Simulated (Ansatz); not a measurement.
MoRu (rock salt, Fm-3m), a = 5.043 Å, b = 5.043 Å, c = 5.043 Å, α = 90.00°, β = 90.00°, γ = 90.00°; the cell used has 2 atoms.

Relaxed with PBEsol.

### Question
Decompose the optical modes at the zone centre into irreducible representations, and say which are infrared and Raman allowed.

### Answer
Point group m-3m: Γ_opt = T1u. Infrared: T1u. Raman: none.

### Question
Assign frequencies (DFPT, plane-wave PAW PBEsol (Ansatz code)).

### Answer
T1u 91 cm⁻¹.

The start of the workflow was typed in or built on a structure type; neither database checked (COD, Materials Project) lists it. Whether it is the stable phase at ambient conditions was not checked. The PBEsol relaxation kept the symmetry of its start. At this level the phase is mechanically unstable. No spin polarisation was allowed. Its formation energy is positive at this level, so the cell may be metastable or incomplete. As this level gives no gap, phonon frequencies hold no LO–TO term and depend on the k-mesh and smearing (Fermi–Dirac, 0.1 eV here).

Potentials: the later of the program's two PAW sets.
